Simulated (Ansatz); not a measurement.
ZrSiS (space group P4/nmm)

```
CELL_PARAMETERS angstrom
      3.49800     0.00000     0.00000
      0.00000     3.49800     0.00000
      0.00000     0.00000     7.97281
ATOMIC_POSITIONS crystal
  Zr 0.00000 0.50000 0.72860
  Zr 0.50000 0.00000 0.27140
  Si 0.00000 0.00000 0.00000
  Si 0.50000 0.50000 0.00000
  S  0.50000 0.00000 0.62028
  S  0.00000 0.50000 0.37972
```

The slice is a (0 -1 1) plane (indices of the conventional cell) through the point (0.500, 0.500, 0.000) (fractional), spanned by u = [100] and v = [011] in vectors of this cell: u (3.50 Å) and v (8.71 Å, at 90° to u). It covers one period; positions are fractions (u, v).

Computed with LDA (plane waves to 420 eV, PAW, scalar-relativistic; Ansatz, an electronic-structure program). k mesh 13×13×6. Inside the PAW spheres the values are not all-electron values, and peaks at nuclei hang on which shells count as valence. ZrSiS is run without spin polarisation. ZrSiS was relaxed with its symmetry unable to fall.

Task: Predict the map of the electron localisation function (ELF) on the slice.

Result: 
```
|xx*#=::=#*x|
|+#%#=::=#%#|
|%%%+-..-+%%|
|##+:....:+#|
|--..:==:..-|
|:.  -**-  .|
|=-. :++: .-|
|%%+..::..+%|
|@@%+.  .+%@|
|#%@%-  -%@%|
|x*@%=..=%@*|
|x#%#-  -#%#|
|@@@*:  :*@@|
|@@#-    -#@|
|#*-.    .-*|
|..   ..   .|
|:.  :--:  .|
|#+:.=**=.:+|
|%#-.=##=.-#|
|%#-.=**=.-#|
|*=. :==: .=|
|:.  .::.  .|
|-:........:|
|##+:.  .:+#|
|@%#=:  :=#%|
|***+:..:+**|
|xx=+-..-+=x|
|xx=*=::=*=x|
```
Scale: ten equal steps from 0.03 (start of ' ') to 0.91 (end of '@'), in the order ' .:-=+*#%@'. Values: electron localisation function (ELF). The map has 11 points along u (one character each, u = 0 at the left) and 28 along v (v = 0 in the bottom row). Points within 0.5 Å of a nucleus are blanked (x), as the pseudised field means little there.
